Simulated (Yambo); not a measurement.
Yambo run on KCdF3 (cubic perovskite, space group Pm-3m, No. 221). The wavefunctions are PBEsol (Quantum ESPRESSO, PseudoDojo norm-conserving, 102 Ry, without SOC) ones on a 4×4×4 mesh (25 occupied bands); a = 4.382 Å, b = 4.382 Å, c = 4.382 Å, α = 90.00°, β = 90.00°, γ = 90.00°.

Yambo input:

```
rim_cut
gw0
dyson
el_el_corr
HF_and_locXC
cohsex
em1s
RandQpts= 1000000
RandGvec= 1 Ry
EXXRLvcs= 102 Ry
VXCRLvcs= 408 Ry
Chimod= "HARTREE"
% BndsRnXs
 5 | 129 |
%
NGsBlkXs= 7 Ry
% LongDrXs
 1.0 | 1.0 | 1.0 |
%
ExtendOut
% QPkrange
 1 | 1 | 25 | 26 |
 10 | 10 | 25 | 25 |
%
```

k points by index: 1 = Γ, 10 = R.

Resulting energies as the program prints them:

```
#    K-point    Band    Eo [eV]    E [eV]    E-Eo [eV]    Vxc [eV]    Vnlxc [eV]    Sc|Eo [eV]    Re(Z)    Im(Z)
#
    1    25    -1.767075    -5.718529    -3.951454    -21.86183    -29.66563    3.852342    1.000000    0.000000
    1    26    2.998661    3.490146    0.491485    -11.73379    -7.121798    -4.120505    1.000000    0.000000
    10    25    0.000000    -3.424664    -3.424664    -25.76030    -32.57592    3.390959    1.000000    0.000000
```
(The two width columns are left out.) Convergence of these settings isn't established.

Geometry of the Materials Project entry, not relaxed at this level.

The structure is a Materials Project entry; no match was found in the copy of COD used, and its stability was not checked.
